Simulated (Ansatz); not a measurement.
# Two states of LiCrF2

```yaml
crystal:
  lattice:
    - [2.93111, 0.00000, 0.00000]
    - [0.00000, 4.75288, 0.00000]
    - [0.00000, 0.00000, 6.00325]
  atoms:
    - { symbol: Li, position: [0.25000, 0.25000, 0.12500] }
    - { symbol: Li, position: [0.75000, 0.75000, 0.87500] }
    - { symbol: Cr, position: [0.25000, 0.25000, 0.64300] }
    - { symbol: Cr, position: [0.75000, 0.75000, 0.35700] }
    - { symbol: F, position: [0.25000, 0.75000, 0.13600] }
    - { symbol: F, position: [0.75000, 0.25000, 0.86400] }
    - { symbol: F, position: [0.25000, 0.75000, 0.60000] }
    - { symbol: F, position: [0.75000, 0.25000, 0.40000] }
```

The numbers come from plane-wave PAW DFT (Ansatz): r2SCAN, 500 eV, 7×4×3 Γ-centred k points, fermi-dirac occupations (width 0.1 eV). Nothing was relaxed.

State A: Cr3 up, Cr4 down (collinear spin). State B: Cr3 up, Cr4 up (collinear spin).

Problem. Which state is lower, and how do they differ?

Solution. State A is lower by 19.8 meV an atom at zero smearing; in free energy at this smearing B lies +18.8 meV an atom from A.

```csv
state,free energy (meV/atom),largest moment in a small sphere (μB),net moment (μB/cell),gap on mesh (eV),pressure (GPa),largest force (eV/Å)
A,0.0,3.39,0.00,metal,22.2,2.91
B,18.8,3.42,9.62,metal,23.2,2.99
```

Origin: a known structure type with other elements, at an estimated volume, so it need not be a known compound. Caveats: semilocal functionals often miss the gap of such magnets; the k mesh is coarse if the cell is a metal; atoms or cell far from equilibrium.
